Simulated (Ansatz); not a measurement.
This run works on a generated trial structure, not on a known crystal.

Input and command of a plane-wave DFT calculation in Ansatz:

```yaml
crystal:
  lattice:
    - [3.8982209389, 0.0, 0.0]
    - [-1.9491104694, 3.3759583626, 0.0]
    - [0.0, 0.0, 17.7952481184]
  atoms:
    - { symbol: Ge, position: [0.0, 0.0, 0.0] }
    - { symbol: Ge, position: [0.0, 0.0, 0.5] }
    - { symbol: Ge, position: [0.0, 0.0, 0.1748098235] }
    - { symbol: Ge, position: [0.0, 0.0, 0.3251901765] }
    - { symbol: Ge, position: [0.0, 0.0, 0.8251901765] }
    - { symbol: Ge, position: [0.0, 0.0, 0.6748098235] }
    - { symbol: As, position: [0.3333333333, 0.6666666667, 0.1007827228] }
    - { symbol: As, position: [0.3333333333, 0.6666666667, 0.3992172772] }
    - { symbol: As, position: [0.6666666667, 0.3333333333, 0.8992172772] }
    - { symbol: As, position: [0.6666666667, 0.3333333333, 0.6007827228] }
basis:
  ecutwfc: 420
kpoints:
  mp_grid: { grid: [12, 12, 2] }
hamiltonian:
  xc: pbe
scf:
  occupations: { method: gaussian, width: 0.1 }
output:
  forces: true
  stress: true
  eigenvalues: true
relax:
  adjacent_minimum: "off"
  f_tol: 0.01
  max_steps: 80
  cell: { stress_tol: 0.05 }
```

```bash
ansatz run input.yaml --threads 1 --pin off --max-ram 2560MiB --backend cpu --events-out ev --progress --plain --runs-dir out
```

Processor: AMD EPYC 7R43 64-Core Processor (Zen 3), 1 thread, on a host shared with other jobs.

Q: Estimate time, memory and problem size.

A: About 5.3 min, peak memory 0.92 GiB. It solves 87 bands at 38 k points (after reduction by symmetry) with about 4611 plane waves (on the last cell), in 56 SCF iterations over 9 ionic steps.
